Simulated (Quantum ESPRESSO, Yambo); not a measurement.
CuI (space group Cmcm, No. 63): one geometry, one set of PBEsol (Quantum ESPRESSO, PseudoDojo norm-conserving, 92 Ry, without SOC) orbitals, self-energies from Yambo (2×2×4 Γ-centred k mesh, bands 9 to 224 and a 8 Ry block in the screening, 224 bands in G with the Bruneval-Gonze terminator, plasmon pole fitted at 27.2 eV).

```json
[
 {"level": "PBEsol (Quantum ESPRESSO)", "gap Γ → Γ (eV)": "0.76"},
 {"level": "exchange only (Hartree-Fock self-energy on PBEsol orbitals)", "gap Γ → Γ (eV)": "(withheld)"},
 {"level": "static COHSEX@PBEsol", "gap Γ → Γ (eV)": "(withheld)"},
 {"level": "G0W0@PBEsol, plasmon pole", "gap Γ → Γ (eV)": "1.47"}
]
```

Question: Some entries are withheld; supply them.

Answer: 
- exchange only (Hartree-Fock self-energy on PBEsol orbitals), gap Γ → Γ (eV): 9.15
- static COHSEX@PBEsol, gap Γ → Γ (eV): 1.39

Bare exchange has no screening and gives the widest gap. COHSEX doesn't lie clearly above G0W0 here; the order may hang on the settings.

Nearest settings tried, and what they do to the gap: 144 bands in G: +14 meV; 144 bands in W, 144 bands in G: +37 meV; 7 Ry block (219 vectors against 261): +1 meV; 2×2×2 mesh: -55 meV. So the settings aren't converged at that level. The k mesh is coarse.

Geometry relaxed with PBE+D3(BJ); primitive cell a = 4.811 Å, b = 4.811 Å, c = 4.366 Å, α = 90.00°, β = 90.00°, γ = 93.18°.

This is not the ordinary phase of the substance; no match was found in the copy of COD used, and its stability was not checked.
